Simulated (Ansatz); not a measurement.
Relaxed-ion elastic tensor of TiTe$_{2}$ (CdI2 type, space group No. 164) in GPa (Voigt order), DFT-PBE+D3(BJ) in the program Ansatz with PAW potentials; density 6.66 g/cm³, 25.20 Å³ per atom.

```json
[
 {"": "1", "1": "88.8", "2": "23.7", "3": "22.8", "4": "10.3", "5": "0.0", "6": "0.0"},
 {"": "2", "1": "23.7", "2": "88.8", "3": "22.8", "4": "-10.3", "5": "0.0", "6": "0.0"},
 {"": "3", "1": "22.8", "2": "22.8", "3": "62.2", "4": "0.0", "5": "0.0", "6": "0.0"},
 {"": "4", "1": "10.3", "2": "-10.3", "3": "0.0", "4": "27.2", "5": "0.0", "6": "0.0"},
 {"": "5", "1": "0.0", "2": "0.0", "3": "0.0", "4": "0.0", "5": "27.2", "6": "10.3"},
 {"": "6", "1": "0.0", "2": "0.0", "3": "0.0", "4": "0.0", "5": "10.3", "6": "32.6"}
]
```

**Question.** Is the crystal mechanically stable?

**Answer.** Yes: the smallest eigenvalue of C is 19.2 GPa.

**Question.** Work out the Voigt, Reuss and Hill averages.

**Answer.** K_V = 42.0, K_R = 40.9, K_H = 41.5; G_V = 28.7, G_R = 25.5, G_H = 27.1 GPa.

**Question.** Give Young's modulus, Poisson's ratio, Pugh's ratio and the universal anisotropy index.

**Answer.** E = 9KG/(3K + G) = 66.8 GPa; ν = 0.23; K/G = 1.53 (brittle by the Pugh limit of 1.75); A_U = 5G_V/G_R + K_V/K_R − 6 = 0.66.

**Question.** Estimate the sound speeds and the Debye temperature.

**Answer.** v_l = √((K + 4G/3)/ρ) = 3410 m/s, v_t = √(G/ρ) = 2020 m/s, mean 2240 m/s; Θ = (h/k)(3n/4πV)^(1/3) v_m = 227 K.

**Question.** Solve the Christoffel equation for the three sound speeds along x, y, z.

**Answer.** Eigenvalues of C_ijkl n_j n_l equal ρv². In km/s, slowest first: x 1.70, 2.47, 3.65; y 1.96, 2.21, 3.69; z 2.02, 2.02, 3.06.

**Question.** How much does each axis shrink under pressure?

**Answer.** Linear compressibilities β_i = Σ_j S_ij (j = 1 to 3): x 6.6, y 6.6, z 11 per TPa.

Space group P-3m1 (CdI2 type). Symmetry was held in the PBE+D3(BJ) relaxation. No spin polarisation was allowed. As this level gives no gap, shear constants depend on the k-mesh and smearing (Fermi–Dirac, 0.1 eV here). Spin–orbit coupling is left out wherever it is not named.

Potentials: the later of the program's two PAW sets.
